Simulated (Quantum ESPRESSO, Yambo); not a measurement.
For SiC (2H, space group P6_3mc, No. 186), Yambo gives the independent-particle static dielectric constant along x as 7.1 on PBE bands and 6.47 after a scissor of 0.88 eV widens every gap (15×15×8 mesh, 31 bands, 4 Ry local-field block, 0.2 eV broadening). Axes are Cartesian, with cell vectors (Å) (3.07, 0.00, 0.00), (-1.54, 2.66, 0.00), (0.00, 0.00, 5.05).

Task: A scissor keeps the position matrix elements. In a one-oscillator model, how does ε − 1 scale, and what mean transition energy do the two values imply?

Result: Each transition adds |r|²/E to ε − 1, so ε − 1 ∝ 1/(E0 + Δ). Then (6.47 − 1)/(7.1 − 1) = E0/(E0 + Δ) = 0.897, and E0 = Δ(ε' − 1)/(ε − ε') = 7.6 eV. The computed Im ε, weighted by 1/E up to 20 eV, has its mean at 7.8 eV; the smallest direct PBE gap is 3.99 eV. The scissor comes from a G0W0 run whose convergence isn't established. Convergence of the RPA response with its 15×15×8 mesh was not tested.

Bands from Quantum ESPRESSO.

Geometry of the Materials Project entry, not relaxed at this level; primitive cell a = b = 3.074 Å, c = 5.045 Å, α = β = 90.00°, γ = 120.00°.
